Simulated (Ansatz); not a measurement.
Relaxed PbTe (rock salt):

```
PbTe
1.0
    0.00000     6.56902     6.56902
    3.28451     3.28451     6.56902
    3.28451     3.28451     0.00000
Te Pb
2 2
Direct
  0.00000   0.00000   0.00000
  0.50000   0.00000   0.00000
  0.00000   0.50000   0.50000
  0.50000   0.50000   0.50000
```

The atoms are displaced by Q × the pattern below (from a DFPT mode at X = (0.5, 0.5, 0.0), largest move 1; Q in Å), at fixed cell. It is one choice among 2 degenerate patterns. (q is in reciprocal vectors of the primitive cell; the cell shown is doubled to hold the pattern.)

| atom | x | y | z |
|---|---|---|---|
| Te1 | 0.000 | 1.000 | 0.000 |
| Te2 | 0.000 | -1.000 | 0.000 |
| Pb3 | 0.000 | 0.256 | 0.000 |
| Pb4 | 0.000 | -0.256 | 0.000 |

All values below come from PBE (plane waves to 420 eV, PAW, scalar-relativistic; Ansatz, a first-principles code). k mesh 9×9×9 (Γ-centred), Fermi-Dirac smearing 0.05 eV. PbTe was relaxed with its symmetry unable to fall. Spin-orbit coupling is left out, though Pb and Te are heavy.

At one point of the scan the forces (eV/Å) are:

```json
[
 {"atom": "Te1", "Fx": "0.000", "Fy": "-0.115", "Fz": "0.000"},
 {"atom": "Te2", "Fx": "0.000", "Fy": "0.115", "Fz": "0.000"},
 {"atom": "Pb3", "Fx": "0.000", "Fy": "-0.051", "Fz": "0.000"},
 {"atom": "Pb4", "Fx": "0.000", "Fy": "0.051", "Fz": "0.000"}
]
```

**Question.** Which point is it?
A) Q = 0.100 Å
B) Q = 0.017 Å
C) Q = 0.067 Å

**Answer.** C, Q = 0.067 Å

(For displaced atoms, the force is minus the slope of the energy, and its curvature is a force constant, which sets phonon frequencies.)
